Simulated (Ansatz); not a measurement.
The elements of this relaxed trial crystal are hidden behind letters.

```
lattice vectors (Å)
   2.9905    0.0000    0.0000
   0.0000    4.3496    0.0000
   0.0000    0.0000    9.6524
fractional positions
X 0.0000 0.0000 0.0000
X 0.0000 0.0000 0.3265
X 0.0000 0.0000 0.6735
X 0.5000 0.5000 0.8202
X 0.5000 0.5000 0.1798
Z 0.5000 0.5000 0.5000
Q 0.0000 0.5000 0.3608
Q 0.0000 0.5000 0.6392
Q 0.5000 0.0000 0.8400
Q 0.0000 0.5000 0.0000
Q 0.5000 0.0000 0.1600
Q 0.5000 0.0000 0.5000
```

Method: DFT PBE, scalar-relativistic, plane waves, PAW in Ansatz. Cutoff 420 eV, Γ-centred 12×10×4 mesh (12-atom cell), Gaussian smearing of 0.10 eV, no spin polarisation.

* Space group: Pmmm (No. 47)
* Conventional cell: a = 2.991 Å, b = 4.350 Å, c = 9.652 Å
* Volume per atom: 10.46 Å³
* Density: 13.43 g/cm³
* Energy over the elements: −0.87 eV/atom
* Gap on the 12×10×4 mesh of the 12-atom cell: 0 eV (a metal)

Energies are uncorrected and count from the elements' standard states at the same level.

**Question.** X is a d-block element of period 6, Z is a p-block element of period 3 and Q is a p-block element of period 2. Which elements are they?

**Answer.** X = Ta, Z = Al, Q = N, so the formula is Ta5AlN6. Density times volume gives a mean mass of 13.43 × 10.46/1.6605 = 84.6 u per atom, and this set has 84.6 u. Ta on a site of symmetry mmm has 6 N at 2.15–2.17 Å and 12 Ta at 2.99–3.16 Å; Al has 4 N at 2.01 Å, 2 N at 2.17 Å, 2 Al at 2.99 Å and 10 Ta at 3.09–3.13 Å; around N on a site of symmetry mm2 lie 2 Al at 2.01 Å and 4 Ta at 2.20–2.30 Å; 5 more sites not described. Other sets within the hints have nearly the same mass, so mass alone doesn't settle it; this one was computed.

Spin–orbit coupling, which can matter for Ta, is left out. Symmetry constrained the relaxation, so the result can be a saddle point.
